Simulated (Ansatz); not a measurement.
Relaxed-ion elastic tensor of MgH2 (rutile, P4_2/mnm) in GPa (Voigt order), r²SCAN (plane waves, PAW; program Ansatz); density 1.45 g/cm³, 10.04 Å³ per atom.

```
76.6  37.9  28.9   0.0   0.0   0.0
37.9  76.6  28.9   0.0   0.0   0.0
28.9  28.9   141   0.0   0.0   0.0
 0.0   0.0   0.0  40.4   0.0   0.0
 0.0   0.0   0.0   0.0  40.4   0.0
 0.0   0.0   0.0   0.0   0.0  55.1
```

Question: Is the crystal mechanically stable?

Answer: Yes: the smallest eigenvalue of C is 38.7 GPa.

Question: Work out the Voigt, Reuss and Hill averages.

Answer: K_V = 54.0, K_R = 51.6, K_H = 52.8; G_V = 40.4, G_R = 35.3, G_H = 37.9 GPa.

Question: Give Young's modulus, Poisson's ratio, Pugh's ratio and the universal anisotropy index.

Answer: E = 9KG/(3K + G) = 91.7 GPa; ν = 0.21; K/G = 1.39 (brittle by the Pugh limit of 1.75); A_U = 5G_V/G_R + K_V/K_R − 6 = 0.78.

Question: Estimate the sound speeds and the Debye temperature.

Answer: v_l = √((K + 4G/3)/ρ) = 8440 m/s, v_t = √(G/ρ) = 5110 m/s, mean 5650 m/s; Θ = (h/k)(3n/4πV)^(1/3) v_m = 779 K.

Question: Solve the Christoffel equation for the three sound speeds along x, y, z.

Answer: Eigenvalues of C_ijkl n_j n_l equal ρv². In km/s, slowest first: x 5.28, 6.16, 7.27; y 5.28, 6.16, 7.27; z 5.28, 5.28, 9.87.

Question: How much does each axis shrink under pressure?

Answer: Linear compressibilities β_i = Σ_j S_ij (j = 1 to 3): x 7.7, y 7.7, z 3.9 per TPa.

Symmetry was held in the r²SCAN relaxation; phonons on a q-mesh show no instability.

Potentials: the later of the program's two PAW sets.
